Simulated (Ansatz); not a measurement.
## Energy over volume and axial ratio for Sn (diamond)

Sn (diamond)

```cif
data_Sn8
_chemical_formula_sum 'Sn8'
_space_group_name_H-M_alt 'Fd-3m :1'
_space_group_IT_number 227
_space_group_name_Hall 'F 4d 2 3 -1d'
_cell_length_a 6.65536
_cell_length_b 6.65536
_cell_length_c 6.65536
_cell_angle_alpha 90.000
_cell_angle_beta 90.000
_cell_angle_gamma 90.000
loop_
_atom_site_label
_atom_site_type_symbol
_atom_site_symmetry_multiplicity
_atom_site_Wyckoff_symbol
_atom_site_fract_x
_atom_site_fract_y
_atom_site_fract_z
_atom_site_occupancy
Sn1 Sn 8 b 0.50000 0.50000 0.50000 1
```
(The calculation used a cell of 2 atoms; values per cell refer to that cell.)

Two coordinates are scanned: the volume, and the ratio of the stretch along z (the conventional c axis) to the stretch across it. Atoms keep their fractional coordinates.

These are PBE (plane waves to 420 eV, PAW, scalar-relativistic; Ansatz, a program for electronic structure) values and carry that method's errors. k mesh 12×12×12 (Γ-centred), Fermi-Dirac smearing 0.05 eV. The energy includes the smearing's −TS. Compression counts positive. With partly filled bands, the response to shear is sensitive to the k mesh, so small differences along c/a are uncertain. Sn was relaxed with its symmetry unable to fall. The relaxed volume of Sn is well above the measured one; the method has no dispersion term. The zero of ΔE is the relaxed starting cell.

ΔE (meV/atom), with V/V₀ across and (c/a)/(c/a)₀ down:

| (c/a)/(c/a)₀ \ V/V₀ | 0.960 | 0.973 | 0.987 | 1.000 | 1.013 | 1.027 | 1.040 |
|---|---|---|---|---|---|---|---|
| 0.960 | 10 | 6 | 4 | 3 | 4 | 6 | 10 |
| 0.973 | 9 | 5 | 2 | 2 | 2 | 4 | 8 |
| 0.987 | 8 | 3 | 1 | 0 | 1 | 3 | 6 |
| 1.000 | 7 | 3 | 1 | 0 | 1 | 3 | 6 |
| 1.013 | 8 | 3 | 1 | 0 | 1 | 3 | 6 |
| 1.027 | 9 | 5 | 2 | 2 | 2 | 4 | 8 |
| 1.040 | 10 | 6 | 4 | 3 | 4 | 6 | 9 |

σxx (GPa), with V/V₀ across and (c/a)/(c/a)₀ down:

```
(c/a)/(c/a)₀ \ V/V₀  0.960  0.973  0.987  1.000  1.013  1.027  1.040
-------------------  -----  -----  -----  -----  -----  -----  -----
0.960                  1.2    0.7    0.1   -0.4   -0.8   -1.2   -1.6
0.973                  1.4    0.8    0.3   -0.2   -0.7   -1.1   -1.5
0.987                  1.5    0.9    0.4   -0.1   -0.6   -1.0   -1.4
1.000                  1.6    1.0    0.5    0.0   -0.5   -0.9   -1.3
1.013                  1.7    1.2    0.6    0.1   -0.3   -0.8   -1.1
1.027                  1.9    1.3    0.7    0.3   -0.2   -0.6   -1.0
1.040                  2.0    1.4    0.9    0.4   -0.1   -0.5   -0.9
```

Read from the data:

* **Shear modulus C′ = (C11 − C12)/2 (fit, atoms clamped)**: 14 GPa
* **Lowest place on the grid**: V/V₀ = 1.000, (c/a)/(c/a)₀ = 1.000 (0 meV/atom)
* **Highest place on the grid, met at several equal points**: V/V₀ = 0.960, (c/a)/(c/a)₀ = 0.960; V/V₀ = 0.960, (c/a)/(c/a)₀ = 1.040 (10 meV/atom)

The 49 points together took around 12 core-minutes (rough).

(Under strain, the slope of the energy per volume gives the stress and its curvature an elastic modulus.)
